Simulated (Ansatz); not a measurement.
All numbers below come from Ansatz 0.2.0, DFT PBE, scalar-relativistic, plane waves, PAW. All cells share a 420 eV cutoff and Γ-centred k meshes spaced at most about 0.3 Å⁻¹ (about 0.25 or finer for metals, 2π included). No spin polarisation in the final relaxations.

All energies are static (0 K, no zero-point motion).

Two forms of GeCl₅ were relaxed alike.

A. Space group P-3m1 (No. 164), trigonal, a = 4.923 Å, c = 10.148 Å. Around Ge lie 6 Cl at 2.98 Å; Cl on a site of symmetry 3m is surrounded by 3 Ge at 2.98 Å and 3 Cl at 3.36 Å; Cl on a site of symmetry 2/m has 4 Cl at 2.46 Å.

B. Space group P-6m2 (No. 187), hexagonal, a = 3.731 Å, c = 14.106 Å. Ge has 6 Cl at 2.72 Å; Cl on a site of symmetry 3m is surrounded by 3 Ge at 2.72 Å; around Cl on a second site of symmetry 3m lie 3 Cl at 2.83 Å; Cl on a site of symmetry -6m2 has 6 Cl at 2.83 Å.

Question: Which is lower in energy, and by how much?

Answer: A is lower, by 84 meV/atom. A has space group P-3m1 (No. 164), 35.5 Å³/atom and no gap on its mesh; B has space group P-6m2 (No. 187), 28.3 Å³/atom and no gap. Counting Cl atoms around Ge (those within 1.25 times the shortest such distance or 1.15 times the sum of covalent radii, 1.27 where that leaves under three; the shortest distance is added where it exceeds 1.18 times the sum of covalent radii), A has Ge 6 from 3.0 Å and B has Ge 6 from 2.7 Å. Both come from invented guesses. A third cell relaxed alike, in P6/mmm, lies 152 meV/atom below the lower of the two.

No dispersion correction is applied, so the spacing and binding between layers, chains or molecules are poorly described (P-3m1, P-6m2), and this can change margins and order among such cells. In P-3m1, P-6m2 an odd number of electrons in the primitive cell allows no gap without spin; a larger cell or a magnetic state could open one. A magnetic state wasn't ruled out in cells without spin, among them P-6m2. Cells relaxed within their symmetry can be saddle points.
